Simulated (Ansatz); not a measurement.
**Question.** Ru (dhcp (α-La type), P6_3/mmc) is relaxed with PBEsol in the plane-wave PAW code Ansatz. What lattice parameters of the conventional cell result?

**Answer.** a = 2.679 Å, c = 8.607 Å.

The start of the workflow was typed in or built on a structure type. Its sites differ from those of the usual phase in this space group: another stacking or structure type. The PBEsol relaxation kept the symmetry of its start; of distortions, only those at the zone centre were tested. The run is not spin-polarised. Axis ratios of metals converge slowly with the k-mesh, so a and c are less sure than the volume.

Potentials: the later of the program's two PAW sets.
